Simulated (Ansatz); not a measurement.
In2Au3 (La2O3 or Ni2Al3 type, space group No. 164), the program Ansatz at the r²SCAN level (PAW), all energies at zero smearing, with the estimated change up to a 700 eV cutoff added, with one set of potentials and settings (totals compare only within such a set). Cell of 5 atoms (2 In, 3 Au): -50720.261 eV.

| element | reference phase | E (eV/atom) |
|---|---|---|
| In | I4/mmm, 1 atoms in the cell | -5611.8812 |
| Au | Fm-3m, 1 atoms in the cell | -13165.1381 |

Formation energy per atom, worked out: (-50720.261 − 2×(-5611.8812) − 3×(-13165.1381))/5 = -0.217 eV/atom (-21 kJ per mol of atoms), at 0 K, without zero-point energy or fitted corrections.

Space group P-3m1 (La2O3 or Ni2Al3 type). The workflow started from a Materials Project entry (that database holds measured and hypothetical structures alike); the Crystallography Open Database copy checked does not list it. Its standing as an ambient phase is unchecked. The r²SCAN relaxation kept the symmetry of its start; whether a distortion lowers the energy is not shown. The references are the lowest solids computed at this level, not always the standard phases. Scalar-relativistic: spin–orbit coupling is off unless named, which matters more the heavier the elements.

Potentials: the earlier of the program's two PAW sets.
